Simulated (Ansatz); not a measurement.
Tl (hcp (Mg type)), relaxed with r²SCAN+D4 (Ansatz, an electronic-structure program, plane waves, PAW): a = 3.500 Å, b = 3.500 Å, c = 5.572 Å, α = 90.00°, β = 90.00°, γ = 120.00°.

- B₀ by P(V) fit (GPa) = 33.6
- K_Hill (GPa) = 33.9
- G_Hill (GPa) = 5.5
- Θ_D (K) = 75.8

The same phase is relaxed and computed with PBEsol in the same code. What are the cell and these values now?

a = b = 3.461 Å, c = 5.512 Å, α = β = 90.00°, γ = 120.00°.

* **B₀ by P(V) fit (GPa)**: 34.6
* **K_Hill (GPa)**: 36.3
* **G_Hill (GPa)**: 6.5
* **Θ_D (K)**: 81.5

All cells were relaxed under the symmetry of their starts (and spin orders); stability against distortions was not tested throughout. Spin–orbit coupling is left out wherever it is not named.

Potentials: the later of the program's two PAW sets.

Ansatz is a plane-wave DFT program.
